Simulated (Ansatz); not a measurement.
Consider the following.

Ag5Pb2O6:
```xyz
13
Lattice="5.9162 0.0000 0.0000 -2.9581 5.1236 0.0000 0.0000 0.0000 6.4238" Properties=species:S:1:pos:R:3 pbc="T T T"
Ag     0.0000     0.0000     1.4173
Ag     0.0000     0.0000     5.0066
Ag    -1.4790     2.5618     0.0000
Ag     1.4790     2.5618     0.0000
Ag     2.9581     0.0000     0.0000
Pb     2.9581     1.7079     3.2119
Pb     0.0000     3.4157     3.2119
O      1.8488     3.2023     1.9642
O      1.1093     1.9213     4.4596
O      2.2185     0.0000     1.9642
O      3.6977     0.0000     4.4596
O     -1.1093     1.9213     1.9642
O     -1.8488     3.2023     4.4596
```

This is the PBEsol-relaxed structure.

Question: All from plane-wave PAW PBEsol (Ansatz code), unless another level is named. Estimate the electronic character.

Answer: metallic (no gap).

Question: What about the density of states at the Fermi level?

Answer: 0.11 states/eV per atom (mean over ±0.08 eV).

Question: What about the formation energy from the elements (no fitted shifts)?

Answer: -44 kJ/mol-atom.

Space group P-31m. The workflow started from a Materials Project entry (that database holds measured and hypothetical structures alike); the Crystallography Open Database files this formula in space group No. 162, but the cells were not matched. Its standing as an ambient phase is unchecked. The PBEsol relaxation kept the symmetry of its start; its stability against distortions is not shown here. The run is not spin-polarised. With an odd number of electrons in the cell and no spin polarisation, the count alone makes it a metal. The references are the lowest solids computed at this level, not always the standard phases (solids in place of the gases). Spin–orbit coupling is left out wherever it is not named.

Potentials: the later of the program's two PAW sets.
